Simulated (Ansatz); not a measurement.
RuW:
```
RuW
1.0
    2.77076     0.00000     0.00000
    0.00000     2.77076     0.00000
    0.00000     0.00000     3.78989
Ru W
1 1
Direct
  0.50000   0.50000   0.50000
  0.00000   0.00000   0.00000
```

Relaxed with PBEsol. Special points in fractions of this cell's reciprocal vectors: Γ (0.000, 0.000, 0.000); X (0.000, 0.500, 0.000); M (0.500, 0.500, 0.000); Z (0.000, 0.000, 0.500); R (0.000, 0.500, 0.500); A (0.500, 0.500, 0.500).

**Question.** List the band energies nearest the Fermi level at these points for PBEsol with spin–orbit coupling (plane waves, PAW; program Ansatz).

**Answer.** In eV from the Fermi level; about four levels below and three above (degenerate sets whole), none deeper than 8.9 eV; points with the same levels are listed once.

```tsv
k	below	above
Γ	-1.91 -1.91 -1.29 -1.29	0.33 0.33 1.44 1.44
X	-1.15 -1.15 -0.33 -0.33	0.71 0.71 2.44 2.44
M	-5.40 -5.40 -5.36 -5.36	2.03 2.03 2.43 2.43
Z	-0.71 -0.71 -0.62 -0.62	0.09 0.09 0.64 0.64
R	-2.00 -2.00 -1.04 -1.04	0.51 0.51 1.20 1.20
A	-2.43 -2.43 -0.48 -0.48	1.78 1.78 2.05 2.05
```

Space group P4/mmm (L1₀ or tetragonal B2). A made-up cell: these elements were put on the sites of a structure type; neither database checked (COD, Materials Project) lists it. Whether it is the stable phase at ambient conditions was not checked. Symmetry was held in the PBEsol relaxation; its stability against distortions is not shown here. The run is not spin-polarised.

Potentials: the earlier of the program's two PAW sets. The files were generated under PBE; for other functionals the program regenerates the frozen cores, and for LDA and PBEsol the local potential too.
